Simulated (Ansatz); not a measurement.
A trial structure of Ca2Ge2N was built thus: random cell by space group and Wyckoff sites (P4/mmm, No. 123). Lengths were set from tabulated atomic sizes, so they are only a guess.

```xyz
5
Lattice="3.9541 0.0000 0.0000 0.0000 3.9541 0.0000 0.0000 0.0000 6.6076" Properties=species:S:1:pos:R:3 pbc="T T T"
Ca    0.0000    1.9771    3.3038
Ca    1.9771    0.0000    3.3038
Ge    1.9771    1.9771    1.7102
Ge    1.9771    1.9771    4.8974
N     0.0000    0.0000    0.0000
```

Method: DFT PBE, scalar-relativistic, plane waves, PAW (Ansatz). Cutoff 420 eV, Gaussian smearing, Γ-centred meshes. Cell and atoms relax first on a coarse mesh and then on a finer one. In between, the cell is made exact in the group found at 0.06 Å. In metals the finer mesh still leaves noise of several meV/atom or more. The steps can't lower the symmetry of their start. No spin polarisation.

A guess keeps its type if space group and coordination stay and the shape of the cell changes little (axis ratios within about 15 %, angles within 6°); the volume may change.

**Question.** Does it keep its structure type, or change into something else?

**Answer.** It doesn't keep its type. The symmetry stays P4/mmm (No. 123). The volume per atom grows by 35.4 %, from 20.7 to 28.0 Å³. The shortest distance goes from 2.54 Å (Ca–Ge) to 2.35 Å (Ge–Ge). The ratio c/a of the conventional cell changes by a factor of 0.52. Counting neighbours within 15 % of an atom's shortest distance, the start has Ca 8, Ge 4, N 8 and the end Ca 4, Ge 2, N 16. In detail, at the end around Ca lie 4 Ge at 2.97 Å and 4 N at 3.60 Å; Ge is surrounded by 2 Ge at 2.35–2.36 Å, 4 Ca at 2.97 Å and 4 N at 4.03 Å; N has 8 Ca at 3.60 Å and 8 Ge at 4.03 Å (long contacts).

```
Ca Ge N
1.0
     5.44770    0.00000    0.00000
     0.00000    5.44770    0.00000
     0.00000    0.00000    4.71250
Ca Ge N
2 2 1
Cartesian
  0.0000 2.7238 2.3563
  2.7238 0.0000 2.3563
  2.7238 2.7238 1.1746
  2.7238 2.7238 3.5379
  0.0000 0.0000 0.0000
```

The zero of energy is the elements' standard structures at the same level (N₂ as a molecule); no fitted shifts are applied.

**Question.** At what energy does it end?

**Answer.** +0.77 eV/atom. A positive value: parting into the elements would lower its energy.

The last run used an 8×8×8 mesh for its 5-atom cell and Gaussian smearing of 0.10 eV. The cell is a metal run without spin; a magnetic state may lie lower. A structure relaxed within its symmetry needn't be a true minimum. Another cell of Ca2Ge2N relaxed alike, in P-3m1, lies 1.33 eV/atom lower, so this cell isn't the stable form at this level.
